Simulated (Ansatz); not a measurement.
Relaxed SnSe₂ (CdI2 type):

```
CELL_PARAMETERS angstrom
      7.65168     0.00000     0.00000
     -1.91292     3.31327     0.00000
      0.00000     0.00000     6.23092
ATOMIC_POSITIONS crystal
  Sn 0.00000 0.00000 0.00000
  Sn 0.50000 0.00000 0.00000
  Se 0.16667 0.66667 0.25294
  Se 0.66667 0.66667 0.25294
  Se 0.33333 0.33333 0.74706
  Se 0.83333 0.33333 0.74706
```

Calculation: r2SCAN+rVV10 (plane waves to 500 eV, PAW, scalar-relativistic; Ansatz, a first-principles code). k mesh 4×8×5 (Γ-centred), Fermi-Dirac smearing 0.05 eV. As the smearing reaches across the gap at some points, energies and forces of such displacements shift with the k mesh and the smearing. SnSe2 was relaxed with its symmetry unable to fall.

One atom of the cell was then moved (with its periodic images), all else fixed, and the forces (eV/Å) came out as:

```tsv
atom	Fx	Fy	Fz
Sn1	0.410	1.072	1.213
Sn2	-0.409	-0.276	0.310
Se3	-0.087	-0.223	-0.450
Se4	0.095	0.041	-0.186
Se5	0.063	0.022	-0.151
Se6	-0.071	-0.637	-0.736
```

Q: Which atom was moved, and by which vector (Å)?

A: Sn1, by (0.00, -0.13, -0.09), 0.16 Å in all.

(A displaced cell: forces are minus the slopes of the energy, force constants its curvatures, and phonons follow from these.)
